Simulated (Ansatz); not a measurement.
## TiB: zone-centre modes under pressure

TiB, F-43m, a = 4.864 Å. The structure is a COD entry; whether it is the stable form wasn't checked. Ansatz: LDA, PAW, 420 eV, Γ-centred 16×16×16 mesh on 2 atoms, Fermi-Dirac smearing 0.15 eV; no spin polarisation. Cell and atoms are relaxed at each pressure with the symmetry kept; optical modes at Γ by linear response, in cm⁻¹, the highest.

```tsv
P (GPa)	V (Å³/atom)	ω1
0	14.382	546.7
5	13.801	573.3
15	12.890	?
```

Problem. Get the mode's Grüneisen parameter γ = −d ln ω/d ln V from the other rows and predict the missing frequency.

Solution. ln(V/V0) = 0.0000, -0.0412, -0.1095; a line through ln(ω/ω0) of the 2 known rows gives ω1: γ = 1.153, predicted 620.3, computed 616.4. The miss is 0.6 %, or 6 % of the shift under pressure, so a constant γ serves at that level. In a metal these frequencies hang on the mesh and smearing.